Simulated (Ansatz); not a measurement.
How the functional changes LaRe (CsCl-type start)

The compound was started in one structure type and brought to zero pressure at each level (plane-wave PAW code Ansatz, Gaussian smearing of 0.05 eV, scalar-relativistic unless SOC, spin–orbit coupling, is named).

The structure was built from a prototype; whether the compound forms in it isn't claimed.

The cell at PBEsol (neighbours within 15 % of each site's shortest distance, so a longer bond may be listed from one end only): Symmetry: Pm-3m, No. 221, cubic system. Conventional cell: a = 3.519 Å, b = 3.519 Å, c = 3.519 Å, α = 90.00°, β = 90.00°, γ = 90.00°. La (site symmetry m-3m) is surrounded by 8 Re at 3.05 Å. Around Re (site symmetry m-3m) lie 8 La at 3.05 Å.

| level | cutoff (eV) | k-mesh | final group | a (Å) | V (Å³/atom) | gap (eV) | B0 (GPa) | E_f (eV/atom) |
| --- | --- | --- | --- | --- | --- | --- | --- | --- |
| PBEsol‡ | 420 | 8×8×8 | Pm-3m | 3.519 | 21.80 | metal | 103 | 0.88 |
| r²SCAN | 500 | 10×10×10 | Pm-3m | 3.573 | 22.81 | metal | 96 | 0.89 |

Q: Estimate the row for PBE (420 eV, 10×10×10 mesh).

A: final group Pm-3m, a (Å) 3.584, V (Å³/atom) 23.01, gap (eV) metal, B0 (GPa) 94, E_f (eV/atom) 0.85.

Volumes against PBE: PBEsol −5.3 %, r²SCAN −0.9 %. PBEsol < PBE is the usual order of volumes: a stronger gradient correction lowers the energy of inhomogeneous, expanded densities and so lengthens the bonds (here 1.8 % in length from PBEsol to PBE, a third of the change in volume). The formation energy spans 0.04 eV/atom over the functionals (PBE lowest, r²SCAN highest); the spread holds the functional's effect on the elements as well as on the compound.

‡ The elastic check found it unstable, so the cell may be held only by its symmetry; for metals the mesh of that check is too coarse to be sure. No mark: no distortion tried lowers the energy by 0.5 meV/atom or more (2 in metals), or none was tried. Spin–orbit coupling is left out, which matters for the heaviest elements here. The PAW datasets were made for PBE. E_f is the formation energy from the elements run alike, at 0 K, without zero-point energy; it is good to about 0.01 eV/atom as a calculation.

All runs used the PAW datasets of the set soft_2.
